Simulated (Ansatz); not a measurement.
GaSb:
```
GaSb
1.0
    4.32838     0.00000     0.00000
   -2.16419     3.74849     0.00000
    0.00000     0.00000     7.12740
Ga Sb
2 2
Cartesian
  2.16419   1.24950   7.12496
  0.00000   2.49899   3.56126
  2.16419   1.24950   4.45849
  0.00000   2.49899   0.89479
```

Relaxed with HSE06.

**Question.** Give the Bader charges and basin volumes of the independent atoms, the program Ansatz at the HSE06 level (PAW).

**Answer.** 

| atom | Bader charge (e) | Bader volume (Å³) |
|---|---|---|
| Ga1 | +0.45 | 20.4 |
| Sb3 | -0.45 | 37.4 |

Space group P6_3mc (wurtzite). A made-up cell: these elements were put on the sites of a structure type; the Crystallography Open Database copy checked does not list it. It is not the phase usual at ambient conditions (space group No. 216). The cell was relaxed with HSE06 under the symmetry of its start; whether a distortion lowers the energy is not shown. Scalar-relativistic: spin–orbit coupling is off unless named, which matters more the heavier the elements.

Potentials: the later of the program's two PAW sets.
